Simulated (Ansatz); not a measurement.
Consider the following.

Bi$_{2}$Te$_{3}$:
```yaml
crystal:
  lattice:
    - [2.20079, 1.27063, 10.53413]
    - [-2.20079, 1.27063, 10.53413]
    - [0.00000, -2.54125, 10.53413]
  atoms:
    - { symbol: Bi, position: [0.60200, 0.60200, 0.60200] }
    - { symbol: Bi, position: [0.39800, 0.39800, 0.39800] }
    - { symbol: Te, position: [0.78545, 0.78545, 0.78545] }
    - { symbol: Te, position: [0.21455, 0.21455, 0.21455] }
    - { symbol: Te, position: [0.00000, 0.00000, 0.00000] }
```

This is the r²SCAN+D4-relaxed structure. Tensor components refer to the Cartesian frame of this cell.

Task: All from the program Ansatz at the r²SCAN+D4 level (PAW), unless another level is named. Give the Debye temperature from the elastic constants.

Result: 153 K.

Task: What about the elastic constants (relaxed ions, GPa)?

Result: C11 = 68.0, C12 = 18.1, C13 = 16.7, C14 = -9.1, C33 = 28.8, C44 = 17.5.

Space group R-3m. Symmetry was held in the r²SCAN+D4 relaxation. Spin–orbit coupling is left out wherever it is not named.

Potentials: the earlier of the program's two PAW sets.
